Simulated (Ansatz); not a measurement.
# CaGeS3O12, one structure, two calculations

Cell: a Materials Project structure (computed, not necessarily an observed phase).

```cif
data_CaGeS3O12
_symmetry_space_group_name_H-M 'R3c:H'
_symmetry_Int_Tables_number 161
_cell_length_a 8.8737
_cell_length_b 8.8737
_cell_length_c 21.4863
_cell_angle_alpha 90.000
_cell_angle_beta 90.000
_cell_angle_gamma 120.000
loop_
_atom_site_label
_atom_site_type_symbol
_atom_site_symmetry_multiplicity
_atom_site_Wyckoff_symbol
_atom_site_fract_x
_atom_site_fract_y
_atom_site_fract_z
Ca Ca 6 a 0.0000 0.0000 0.3727
Ge Ge 6 a 0.0000 0.0000 0.6475
S S 18 b 0.9250 0.2870 0.5839
O11 O 18 b 0.1852 0.9870 0.3048
O17 O 18 b 0.7800 0.9222 0.6931
O23 O 18 b 0.9899 0.7571 0.4056
O29 O 18 b 0.9215 0.1144 0.5892
```

One atom of each set is listed; the run and its k-mesh use a cell of 34 atoms with edges of 8.81, 8.81, 8.81 Å.

First run. The numbers come from a DFT calculation in Ansatz (PBE, plane waves and PAW, scalar-relativistic, 420 eV cutoff, Γ-centred 3×3×3 k-points, Fermi–Dirac smearing 0.02 eV).

| site | V_zz (10²¹ V/m²) | η |
| --- | --- | --- |
| Ca | 2.90 | 0.00 |
| Ge | 0.14 | 0.00 |
| S | -4.50 | 0.34 |
| O11 | 12.54 | 0.15 |
| O17 | 17.61 | 0.34 |
| O23 | 12.75 | 0.09 |
| O29 | 16.74 | 0.48 |

Second run. The same atoms and settings, except that the functional is r2SCAN and the cutoff is 500 eV.

**Question.** Given the first result, estimate the second.

**Answer.** 

```json
{"site": "Ca", "V_zz": "2.95", "η": "0.00", "change of V_zz": "+0.05"}
{"site": "Ge", "V_zz": "0.12", "η": "0.00", "change of V_zz": "-0.02"}
{"site": "S", "V_zz": "-4.78", "η": "0.38", "change of V_zz": "-0.28"}
{"site": "O11", "V_zz": "12.88", "η": "0.16", "change of V_zz": "+0.34"}
{"site": "O17", "V_zz": "18.06", "η": "0.33", "change of V_zz": "+0.45"}
{"site": "O23", "V_zz": "13.14", "η": "0.10", "change of V_zz": "+0.39"}
{"site": "O29", "V_zz": "17.18", "η": "0.47", "change of V_zz": "+0.44"}
```

The largest change of V_zz is on O17, from 17.61 to 18.06. In per cent, |V_zz| changes by +2 on Ca, +6 on S, +3 on O (all sites that start above 0.5).

For the first run: The largest force is 0.7 eV/Å, so the atoms aren't at the calculated equilibrium and relaxing them would move these values. A computed database structure should lie near equilibrium, so this entry is doubtful.
For the second run: The largest force is 0.4 eV/Å, so the atoms aren't at the calculated equilibrium and relaxing them would move these values.
